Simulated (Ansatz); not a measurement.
A plane-wave DFT run in Ansatz 0.2.0 (scalar-relativistic PAW potentials unless the input names others): input and command.

```yaml
crystal:
  lattice:
    - [2.7451229527, 0.0, 0.0]
    - [-1.3725614764, 2.3773462135, 0.0]
    - [0.0, 0.0, 6.71559655]
  atoms:
    - { symbol: Re, position: [0.0, 0.0, 0.0] }
    - { symbol: Re, position: [0.3333333333, 0.6666666667, 0.3333333333] }
    - { symbol: Re, position: [0.6666666667, 0.3333333333, 0.6666666667] }
basis:
  ecutwfc: 420
kpoints:
  mp_grid: { grid: [18, 18, 7] }
hamiltonian:
  xc: pbesol
scf:
  occupations: { method: gaussian, width: 0.1 }
  max_iter: 80
output:
  forces: true
  eigenvalues: true
  stress: true
ecutwfc: 0.3
```

```bash
ansatz run input.yaml --threads 1 --pin off --max-ram 2560MiB --backend cpu --events-out ev --progress --plain --runs-dir out
```

Task: What will the program do with this input?

Result: The program refuses it, because of a keyword of another program (ecutwfc: not typed → 0.3). Without that key it is accepted.

Abridged log:
```
Error: YAML parse error: error: line 23 column 1: unknown field `ecutwfc`, expected one of crystal, accuracy, basis, kpoints, hamiltonian, magnetization, projection, total_charge, correlation, batch, efield, external_charges, scf, relax, neb, saddle, md, ramp, phonons, dielectric, real_time, elastic, magnetic_configurations, gw, evaluate, workflow, output, checkpoint, execution
  --> <input>:23:1
   |
21 |   eigenvalues: true
22 |   stress: true
23 | ecutwfc: 0.3
   | ^ unknown field `ecutwfc`, expected one of crystal, accuracy, basis, kpoints, hamiltonian, magnetization, projection, total_charge, correlation, batch, efield, external_charges, scf, relax, neb, saddle, md, ramp, phonons, dielectric, real_time, elastic, magnetic_configurations, gw, evaluate, workflow, output, checkpoint, execution
```